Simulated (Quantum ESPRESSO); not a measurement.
Electric field gradients in CsPbBr₃

```
CELL_PARAMETERS angstrom
      5.94863     0.00000     0.00000
      0.00000     5.94863     0.00000
      0.00000     0.00000     5.94863
ATOMIC_POSITIONS crystal
  Cs 0.00000 0.00000 0.00000
  Pb 0.50000 0.50000 0.50000
  Br 0.50000 0.50000 0.00000
  Br 0.00000 0.50000 0.50000
  Br 0.50000 0.00000 0.50000
```
Geometry: a computed entry of the Materials Project; it was not checked against measured cells. It is CsPbBr3 in Pm-3m. Stability against distortions was not tested.

Computed: field gradients by the PAW reconstruction of the field gradient on a scalar-relativistic PBE ground state (a modified build of Quantum ESPRESSO, JTH datasets), 20 Ha, k-mesh 4×4×4 through Γ.

```
site                site symmetry  Vzz (a.u.)   η_Q  ∣C_Q∣ (MHz)
------------------  -------------  ----------  ----  -----------
Cs (atom 1)                  m-3m           0     –    0 (¹³³Cs)
Pb (atom 2)                  m-3m           0     –            –
Br (atoms 3, 4, 5)          4/mmm       2.001  0.00   147 (⁷⁹Br)
```

Quadrupole moments taken as inputs (sizes, barn, from the tables of PySCF and pymatgen): ¹³³Cs 0.00343, ⁷⁹Br 0.313.

Principal values are ordered |Vxx| ≤ |Vyy| ≤ |Vzz|, η = (Vxx − Vyy)/Vzz, and C_Q = eQVzz/h is given by its size. Cores are frozen. Against all-electron runs on small test molecules, this scheme's |Vzz| missed by −5 % on Br. Static lattice: thermal averaging is not included.
